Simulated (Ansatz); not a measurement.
AlAs (rock salt, space group No. 225) at seven volumes, the program Ansatz at the PBEsol level (PAW), scaled uniformly. One row is withheld.

| V (Å³/atom) | P (GPa) |
|---|---|
| 16.429 | 10.41 |
| 16.971 | ? |
| 17.513 | 2.94 |
| 18.054 | 0.00 |
| 18.596 | -2.50 |
| 19.138 | -4.61 |
| 19.679 | -6.39 |

Fit the shown pressures and predict the withheld one.

P = (3/2)B₀(x^(7/2) − x^(5/2))[1 + (3/4)(B′ − 4)(x − 1)] with x = (V₀/V)^(2/3). Least squares on the six rows gives V₀ = 18.055 Å³/atom, B₀ = 89.7 GPa, B′ = 4.38. At V = 16.971, x = 1.0421 and P = 6.36 GPa. The run itself gave 6.39 GPa.

Space group Fm-3m (rock salt). The start of the workflow was typed in or built on a structure type; the Crystallography Open Database copy checked does not list it. It is not the phase usual at ambient conditions (space group No. 216). The cell was relaxed with PBEsol under the symmetry of its start; of distortions, only those at the zone centre were tested.

Potentials: the later of the program's two PAW sets.
